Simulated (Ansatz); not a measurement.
Relaxed-ion elastic tensor of MoPt in space group Pmma (No. 51; Mo on 2e, Pt on 2f) in GPa (Voigt order), PBEsol (plane waves, PAW; program Ansatz); density 16.24 g/cm³, 14.88 Å³ per atom.

```
595  165  183  0.0  0.0  0.0
165  559  182  0.0  0.0  0.0
183  182  525  0.0  0.0  0.0
0.0  0.0  0.0  142  0.0  0.0
0.0  0.0  0.0  0.0  138  0.0
0.0  0.0  0.0  0.0  0.0  133
```

Problem. Is the crystal mechanically stable?

Solution. Yes: the smallest eigenvalue of C is 133 GPa.

Problem. Work out the Voigt, Reuss and Hill averages.

Solution. K_V = 304, K_R = 304, K_H = 304; G_V = 159, G_R = 155, G_H = 157 GPa.

Problem. Give Young's modulus, Poisson's ratio, Pugh's ratio and the universal anisotropy index.

Solution. E = 9KG/(3K + G) = 402 GPa; ν = 0.28; K/G = 1.94 (ductile by the Pugh limit of 1.75); A_U = 5G_V/G_R + K_V/K_R − 6 = 0.15.

Problem. Estimate the sound speeds and the Debye temperature.

Solution. v_l = √((K + 4G/3)/ρ) = 5620 m/s, v_t = √(G/ρ) = 3110 m/s, mean 3460 m/s; Θ = (h/k)(3n/4πV)^(1/3) v_m = 419 K.

Problem. Solve the Christoffel equation for the three sound speeds along x, y, z.

Solution. Eigenvalues of C_ijkl n_j n_l equal ρv². In km/s, slowest first: x 2.86, 2.92, 6.05; y 2.86, 2.95, 5.87; z 2.92, 2.95, 5.68.

Problem. How much does each axis shrink under pressure?

Solution. Linear compressibilities β_i = Σ_j S_ij (j = 1 to 3): x 1.0, y 1.1, z 1.2 per TPa.

The first step of the workflow began from a Materials Project structure, measured or hypothetical; the Crystallography Open Database copy checked does not list it. With Mo and Pt taken as one species the cell has the higher symmetry P6_3/mmc, so it may be an ordered model of a mixed-site phase. Whether it is the stable phase at ambient conditions was not checked. The PBEsol relaxation kept the symmetry of its start; whether a distortion lowers the energy is not shown. The run is not spin-polarised. As this level gives no gap, shear constants depend on the k-mesh and smearing (Fermi–Dirac, 0.1 eV here). On the denser mesh and wider smearing of the elastic run this cell carries a stress of 0.4 GPa. Scalar-relativistic: spin–orbit coupling is off unless named, which matters more the heavier the elements.

Potentials: the later of the program's two PAW sets.
